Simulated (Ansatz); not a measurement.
GeSbTe₃:
```
CELL_PARAMETERS angstrom
      2.04358     1.17986     9.99763
     -2.04358     1.17986     9.99763
      0.00000    -2.35973     9.99763
ATOMIC_POSITIONS crystal
  Ge 0.59908 0.59908 0.59908
  Sb 0.39688 0.39688 0.39688
  Te 0.99767 0.99767 0.99767
  Te 0.79159 0.79159 0.79159
  Te 0.21477 0.21477 0.21477
```

Relaxed with PBE+D3(BJ). Special points in fractions of this cell's reciprocal vectors: Γ (0.000, 0.000, 0.000); T (0.500, 0.500, 0.500); H2 (0.824, 0.176, 0.500); H0 (0.500, -0.176, 0.176); L (0.500, 0.000, 0.000); S0 (0.338, -0.338, 0.000); S2 (0.662, 0.000, 0.338); F (0.500, 0.000, 0.500).

List the band energies nearest the Fermi level at these points for PBE+D3(BJ) in the plane-wave PAW code Ansatz.

In eV from the Fermi level; about four levels below and three above (degenerate sets whole), none deeper than 8.9 eV; points with the same levels are listed once.

| k | below | above |
|---|---|---|
| Γ | -1.11 -1.11 -0.46 -0.46 | 0.96 1.26 1.26 |
| T | -0.93 -0.93 -0.68 -0.68 -0.23 | 0.46 1.61 1.61 |
| H2 | -2.48 -1.79 -0.77 -0.33 | 1.65 1.88 3.10 |
| L | -2.89 -2.61 -2.40 -0.70 | 0.11 1.24 1.57 |
| S0 | -2.82 -1.57 -1.03 -0.25 | 1.47 2.46 2.69 |
| F | -1.60 -1.41 -1.30 -0.72 | 1.02 1.95 2.42 |

Space group R3m. The first step of the workflow began from a Materials Project structure, measured or hypothetical; the Crystallography Open Database copy checked does not list it. Whether it is the stable phase at ambient conditions was not checked. Symmetry was held in the PBE+D3(BJ) relaxation; its stability against distortions is not shown here. With an odd number of electrons in the cell and no spin polarisation, the count alone makes it a metal. Spin–orbit coupling is left out wherever it is not named.

Potentials: the later of the program's two PAW sets.
